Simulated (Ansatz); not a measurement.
## CaGa$_{2}$Cu$_{2}$, a known structure type with other elements, at an estimated volume

```yaml
crystal:
  lattice:
    - [0.00000, 4.15692, 0.00000]
    - [4.15692, 0.00000, 0.00000]
    - [2.07846, 2.07846, -5.14470]
  atoms:
    - { symbol: Ga, position: [0.38400, 0.38400, 0.23200] }
    - { symbol: Ga, position: [0.61600, 0.61600, 0.76800] }
    - { symbol: Ca, position: [0.00000, 0.00000, 0.00000] }
    - { symbol: Cu, position: [0.75000, 0.25000, 0.50000] }
    - { symbol: Cu, position: [0.25000, 0.75000, 0.50000] }
```

Method: PBE, spin-orbit coupling; PAW, plane waves to 420 eV, 6×6×6 Γ-centred mesh, cold occupations (width 0.112 eV) (Ansatz 0.2.0), atoms fixed.

The state carries no moments; the state need not be the lowest.

Q: What happens at the Fermi level?

A: It is a metal, with about 2.4 states/eV a cell as the mean within 0.25 eV of the Fermi level, mostly Ga p (68 %).

Q: What does the stress say?

A: The pressure is 0.9 GPa (compression positive), so with the atoms held at these fractions the cell would first expand; the forces are large, so a full relaxation may end otherwise. The principal stresses 0.1, 0.1, 2.4 GPa differ, so its shape would change too.

Q: Give the Bader charges.

A: Bader charges in e: Ca +1.34, Ga -0.31, Cu -0.36. In the mean Ca gives up most and Cu takes most.

Q: What is the formation energy?

A: -0.28 eV an atom against the elements' usual phases (free molecules for gases, crystals otherwise, with no correction for O₂ or N₂), so it is bound against them; other compounds may still compete. Relaxing would lower it.

Origin: a known structure type with other elements, at an estimated volume, so it need not be a known compound.
